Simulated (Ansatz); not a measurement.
A plane-wave run on SrSi$_{2}$Pd$_{2}$

Input file of Ansatz 0.2.0:

```yaml
crystal:
  lattice:
    - [0.0, 4.359815, 0.0]
    - [4.359815, 0.0, 0.0]
    - [2.179907, 2.179907, -4.995073]
  atoms:
    - { symbol: Si, position: [0.375, 0.375, 0.25] }
    - { symbol: Si, position: [0.625, 0.625, 0.75] }
    - { symbol: Sr, position: [0.0, 0.0, 0.0] }
    - { symbol: Pd, position: [0.75, 0.25, 0.5] }
    - { symbol: Pd, position: [0.25, 0.75, 0.5] }
  symmetry: { tolerance: 0.0003 }
kpoints:
  mp_grid: { grid: [9, 9, 9], shift: [0, 0, 0] }
  band_path:
    path:
      - [0.0, 0.0, 0.0]
      - [0.5, 0.5, 0.5]
      - [0.5, 0.5, 0.25]
      - [0.0, 0.5, 0.0]
      - [0.0, 0.0, 0.0]
      - [0.0, 0.0, -0.5]
      - [0.0, 0.40477248, -0.29761376]
      - [0.0, 0.59522752, 0.29761376]
      - [0.0, 0.0, 0.0]
      - [0.5, 0.5, 0.5]
      - [0.40477248, 0.59522752, 0.5]
    npoints: 6
magnetization:
  spin_polarized: false
scf:
  occupations: { method: fermi_dirac, width: 0.1483 }
  lower_state_search: "off"
  max_iter: 200
hamiltonian:
  pseudopotentials: { kind: paw }
  xc: r2scan
basis:
  ecutwfc: 500
  fft_grid_basis: typed
output:
  forces: true
  stress: true
  eigenvalues: true
  bader: true
  populations: true
  elf: true
  write_potential: true
  volumetric_format: npy
  dos:
    e_range: [-12, 8]
    de: 0.05
    projected: { site_lists: { Pd: [Pd], Si: [Si], Sr: [Sr] } }
checkpoint:
  read: saved_state
```

The run starts from an earlier solution of this cell. 

Output (shortened):

```
SCF iter   1: F=-18808.6399 eV  Δρ=9.45e-4  dr2=9.64e-4  dr2_τ=7.55e-4
SCF iter   2: F=-18808.6406 eV  Δρ=4.53e-4  dr2=1.69e-4  dr2_τ=3.17e-5
SCF iter   3: F=-18808.6407 eV  Δρ=2.02e-4  dr2=7.34e-5  dr2_τ=4.94e-6
SCF iter   4: F=-18808.6407 eV  Δρ=7.25e-5  dr2=2.96e-6  dr2_τ=6.19e-7
SCF iter   5: F=-18808.6407 eV  Δρ=1.10e-5  dr2=1.14e-7  dr2_τ=1.11e-8
SCF iter   6: F=-18808.6407 eV  Δρ=3.14e-6  dr2=1.08e-8  dr2_τ=8.54e-10
Free energy (F): -18808.6407 eV
Harris-Foulkes:  -18808.6407 eV  (|F-HF|=6.29e-9)
Internal energy: -18808.4498 eV  (E = F + TS)
E sigma→0 (E₀):  -18808.5453 eV
Entropy (-TS):   -0.1909 eV (-38.176 meV/atom)
Fermi energy:    12.1993 eV
--- Per-component energies (eV) ---
  E_band       = -613.2999
  E_kinetic    = 1357.9368
  E_local      = -6391.1152  (includes V_loc(G=0)·N_el)
  E_nonlocal   = 681.9890
  E_hartree    = 2588.0223
  E_xc         = -588.9098
  E_vxc        = -746.5290  (∫ρ·V_xc dr)
  E_paw        = -11297.3225  (= ΣΔE_a)
  E_vpaw       = -740.3863  (= ΣTr[D̂ρ^β])
  E_aug_tail   = 0.0002  (compensation charges beyond the density's cutoff)
  E_vtau       = 48.7640  (kinetic-family band-sum trace: ∫τ·v_τ [+ j·A + Jᵃ·Aᵃ] dr)
  E_ewald      = -5157.8476
  E_core_change = -1.2031  (= ΣΔE_core)
  E_smearing   = -0.1909  (= −TS)
--- Forces (eV/Å), atoms counted from 1 ---
  atom   1  Si     0.0000     0.0000    -0.2554
  atom   2  Si     0.0000     0.0000     0.2554
  atom   3  Sr     0.0000     0.0000     0.0000
  atom   4  Pd     0.0000     0.0000     0.0000
  atom   5  Pd     0.0000     0.0000     0.0000
--- Stress (GPa, compression-positive) ---
       -3.1962       0.0000       0.0000
        0.0000      -3.1962       0.0000
        0.0000       0.0000      -2.3397
  P = ⅓ Tr σ = -2.9107 GPa (-29.107 kbar)
--- Löwdin populations: 5 sites ---
  site symbol       q [e]
     0     Si      5.0452
     1     Si      5.0452
     2     Sr      8.4727
     3     Pd     17.3350
     4     Pd     17.3350
  spilling = 0.0142 (of n_electrons = 54.0000)
--- Bader charges: 5 sites ---
  site symbol  charge [e]  shift [e]
     0     Si      0.0072     0.0007
     1     Si      0.0073     0.0007
     2     Sr      1.4021     0.0000
     3     Pd     -0.7083     0.0007
     4     Pd     -0.7083     0.0007
```

Origin: a database entry at a rescaled volume.
